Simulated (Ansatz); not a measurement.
An Ansatz input and the part of its output that reports the observables at the nuclei.

The start is a computed structure from the Materials Project (it need not be an observed phase).

```yaml
crystal:
  lattice:
    - [3.81369522, 0.0, 0.0]
    - [0.0, 3.81369522, 0.0]
    - [0.0, 0.0, 4.8869133]
  atoms:
    - { symbol: Sn, position: [0.0, 0.5, 0.23537386] }
    - { symbol: Sn, position: [0.5, 0.0, 0.76462614] }
    - { symbol: O, position: [0.5, 0.5, 0.0] }
    - { symbol: O, position: [0.0, 0.0, 0.0] }
kpoints:
  mp_grid: { grid: [9, 9, 7] }
scf:
  occupations: { method: fermi_dirac, width: 0.01 }
hamiltonian:
  xc: r2scan
  pseudopotentials: { kind: paw }
output:
  forces: true
  stress: true
  populations: true
  efg:
    quadrupole_moments_barn: { Sn: -0.132, O: -0.02558 }
    contact_densities: true
relax:
  f_tol: 0.02
  max_steps: 60
```

The quadrupole moment typed for Sn is that of the 23.9 keV Mössbauer state of ¹¹⁹Sn; the ground state has I = 1/2 and no quadrupole moment.

```sh
ansatz run input.yaml --threads 1 --pin off --max-ram 3072MiB --backend cpu --events-out ev --progress --plain --runs-dir out
```

The run relaxes the ions first, and the block belongs to the relaxed positions.

Of the output, the block on the nuclei alone is shown; the set-up, the SCF iterations, energies, forces and stress are cut.

```
--- PAW observables at the nuclei: V_zz in 10²¹ V/m², potentials from the cell's mean, atoms counted from 1 ---
  atom   1  Sn V_zz =   -18.810312   η = 0.0000   by run symmetry: allowed   C_q = +60.0377 MHz
            electrostatic potential = -8173.108884 V   contact ρ = 1235634.319095 e/Å³
  atom   2  Sn V_zz =   -18.810312   η = 0.0000   by run symmetry: allowed   C_q = +60.0377 MHz
            electrostatic potential = -8173.108884 V   contact ρ = 1235634.319095 e/Å³
  atom   3  O  V_zz =    -0.022522   η = 0.0000   by run symmetry: allowed   C_q = +0.0139 MHz
            electrostatic potential = -625.416147 V   contact ρ = 2153.740390 e/Å³
  atom   4  O  V_zz =    -0.022522   η = 0.0000   by run symmetry: allowed   C_q = +0.0139 MHz
            electrostatic potential = -625.416147 V   contact ρ = 2153.740390 e/Å³
```

The relaxation (4 steps) took 97 s of wall time (95 s of CPU time) and 0.61 GiB at its peak, on 1 thread of Arm Neoverse N1 (aarch64; 36 cores open to the job, memory cap 3.0 GiB, no GPU), a shared host with a load of 0.8 a core.

Without spin–orbit coupling (the program notes it for Sn) the gradients can shift somewhat, as the gap is small. With these PAW files V_zz is typically within 2 to 3 % of all-electron values, but misses above 10 % occur on Sn. With a gap of 0.5 eV on this mesh, small gradients can still move by 0.1 × 10²¹ V/m² or more as the k-mesh gets denser.
